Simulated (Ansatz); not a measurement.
# Data sheet: BIr (DFT)

BIr:
```
BIr
1.0
    2.71356     0.00000     0.00000
    0.00000     2.71356     0.00000
    0.00000     0.00000     2.71356
Ir B
1 1
Cartesian
  0.00000   0.00000   0.00000
  1.35678   1.35678   1.35678
```

Space group Pm-3m (No. 221), CsCl type; conventional cell a = b = c = 2.7136 Å, α = β = γ = 90.00°.

Method: plane-wave PAW PBEsol (Ansatz code). Geometry: relaxed at this level of theory. Other levels are named where they apply.

Cell and energy:

```yaml
volume_per_atom: 9.99 Å³
density: 16.87 g/cm³
Formation energy from the elements (no fitted shifts): 0.094 eV/atom
```

Electronic structure:

```yaml
electronic_character: metallic (no gap)
Density of states at the Fermi level: 0.15 states/eV per atom (mean over ±0.08 eV)
Gap with spin–orbit coupling: none (metallic)
```

Mechanics:

```yaml
Bulk modulus (Birch–Murnaghan fit): 368 GPa
Pressure derivative B′: 4.6
Elastic constants (relaxed ions, GPa): C11 = 780, C12 = 163, C44 = -7.7
mechanical_stability: unstable (C has a negative eigenvalue)
```

Phonons:

```yaml
zone_centre_stability: unstable, softest mode 225i cm⁻¹
```

The cell is a constructed one: a structure type filled with these elements; neither database checked (COD, Materials Project) lists it. Its standing as an ambient phase is unchecked. Symmetry was held in the PBEsol relaxation. No spin polarisation was allowed. As this level gives no gap, shear constants depend on the k-mesh and smearing (Fermi–Dirac, 0.1 eV here). As this level gives no gap, phonon frequencies hold no LO–TO term and depend on the k-mesh and smearing (Fermi–Dirac, 0.1 eV here). The references are the lowest solids computed at this level, not always the standard phases. Spin–orbit coupling is left out wherever it is not named.

Potentials: the earlier of the program's two PAW sets. The files were generated under PBE; for other functionals the program regenerates the frozen cores, and for LDA and PBEsol the local potential too.
